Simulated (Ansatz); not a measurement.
CsPbCl3:
```
CsPbCl3
1.0
    4.00995     2.31515     3.27498
   -4.00995     2.31515     3.27498
    0.00000    -4.63029     3.27498
Cs Pb Cl
1 1 3
Direct
  0.50000   0.50000   0.50000
  0.00000   0.00000   0.00000
  0.50000   0.99994   0.00006
  0.00006   0.50000   0.99994
  0.99994   0.00006   0.50000
```

Relaxed with r²SCAN.

### Question
Give the Bader charges and basin volumes of the independent atoms, r²SCAN in the plane-wave PAW code Ansatz.

### Answer


```tsv
atom	Bader charge (e)	Bader volume (Å³)
Cs1	+0.91	44.3
Pb2	+1.32	23.1
Cl3	-0.74	37.3
```

Space group Pm-3m (cubic perovskite). This is a known high-temperature phase of the composition, computed here at zero pressure and temperature. Symmetry was held in the r²SCAN relaxation; its stability against distortions is not shown here. Scalar-relativistic: spin–orbit coupling is off unless named, which matters more the heavier the elements.

Potentials: the later of the program's two PAW sets.
